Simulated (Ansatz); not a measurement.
Ge2BSb:
```xyz
4
Lattice="1.8818 1.0865 6.5851 -1.8818 1.0865 6.5851 0.0000 -2.1729 6.5851" Properties=species:S:1:pos:R:3 pbc="T T T"
B      0.0000     0.0000     0.1666
Sb     0.0000     0.0000    17.6229
Ge     0.0000     0.0000     9.6468
Ge     0.0000     0.0000     7.1349
```

Relaxed with PBEsol. Special points in fractions of this cell's reciprocal vectors: Γ (0.000, 0.000, 0.000); T (0.500, 0.500, 0.500); H2 (0.815, 0.185, 0.500); H0 (0.500, -0.185, 0.185); L (0.500, 0.000, 0.000); S0 (0.342, -0.342, 0.000); S2 (0.658, 0.000, 0.342); F (0.500, 0.000, 0.500).

Task: List the band energies nearest the Fermi level at these points for PBEsol in the plane-wave PAW code Ansatz.

Result: In eV from the Fermi level; about four levels below and three above (degenerate sets whole), none deeper than 8.9 eV; points with the same levels are listed once.

```json
[
 {"k": "Γ", "below": "-8.34 -1.09 -1.09 -0.40", "above": "0.56 0.56 0.66"},
 {"k": "T", "below": "-0.84 -0.84 -0.05 -0.05", "above": "1.58 2.53 3.58 3.58"},
 {"k": "H2", "below": "-4.83 -4.26 -2.84 -2.71", "above": "0.65 1.41 3.60"},
 {"k": "L", "below": "-4.33 -4.10 -2.51 -1.95", "above": "1.65 2.05 2.69"},
 {"k": "S0", "below": "-4.95 -4.20 -3.07 -2.60", "above": "0.54 2.29 2.70"},
 {"k": "F", "below": "-2.97 -1.62 -1.14 -0.49", "above": "0.33 1.42 3.51"}
]
```

Space group R3m. The start of the workflow was typed in or built on a structure type; neither database checked (COD, Materials Project) lists it. Its standing as an ambient phase is unchecked. Symmetry was held in the PBEsol relaxation; whether a distortion lowers the energy is not shown. The volume moved by 17 % from the start of the relaxation. Its formation energy is positive at this level, so the cell may be metastable or incomplete. Spin–orbit coupling is left out wherever it is not named.

Potentials: the earlier of the program's two PAW sets. The files were generated under PBE; for other functionals the program regenerates the frozen cores, and for LDA and PBEsol the local potential too.
